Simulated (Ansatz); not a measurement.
GaAs: computed property card

GaAs:
```xyz
2
Lattice="3.3121 0.0000 0.0000 0.0000 3.3121 0.0000 0.0000 0.0000 3.3121" Properties=species:S:1:pos:R:3 pbc="T T T"
Ga     0.0000     0.0000     0.0000
As     1.6560     1.6560     1.6560
```

Space group Pm-3m (No. 221), CsCl type; conventional cell a = 3.3121 Å, b = 3.3121 Å, c = 3.3121 Å, α = 90.00°, β = 90.00°, γ = 90.00°.

Method: PBEsol (plane waves, PAW; program Ansatz). Structure relaxed to zero pressure with the same functional. Other levels are named where they apply.

**Cell and energy**

```json
{
  "volume_per_atom": "18.17 Å³",
  "density": "6.61 g/cm³",
  "Formation energy from the elements (no fitted shifts)": "0.16 eV/atom"
}
```

**Electronic structure**

```json
{
 "electronic_character": "metallic (no gap)",
 "Density of states at the Fermi level": "0.51 states/eV per atom (mean over ±0.08 eV)",
 "Gap with spin–orbit coupling": "none (metallic)"
}
```

**Mechanics**

```json
{
  "Bulk modulus (Birch–Murnaghan fit)": "73.5 GPa",
  "Pressure derivative B′": "4.1",
  "Elastic constants (relaxed ions, GPa)": "C11 = 64.0, C12 = 75.4, C44 = 17.8",
  "mechanical_stability": "unstable (C has a negative eigenvalue)"
}
```

**Phonons**

```json
{
  "highest_zone_centre_frequency": "92 cm^-1",
  "zone_centre_stability": "no imaginary mode at Γ"
}
```

A made-up cell: these elements were put on the sites of a structure type; neither database checked (COD, Materials Project) lists it. It is not the phase usual at ambient conditions (space group No. 216). The PBEsol relaxation kept the symmetry of its start. As this level gives no gap, shear constants depend on the k-mesh and smearing (Fermi–Dirac, 0.1 eV here). As this level gives no gap, phonon frequencies hold no LO–TO term and depend on the k-mesh and smearing (Fermi–Dirac, 0.1 eV here). On the denser mesh and wider smearing of the elastic run this cell carries a stress of 0.3 GPa. The references are the lowest solids computed at this level, not always the standard phases. Scalar-relativistic: spin–orbit coupling is off unless named, which matters more the heavier the elements.

Potentials: the later of the program's two PAW sets.
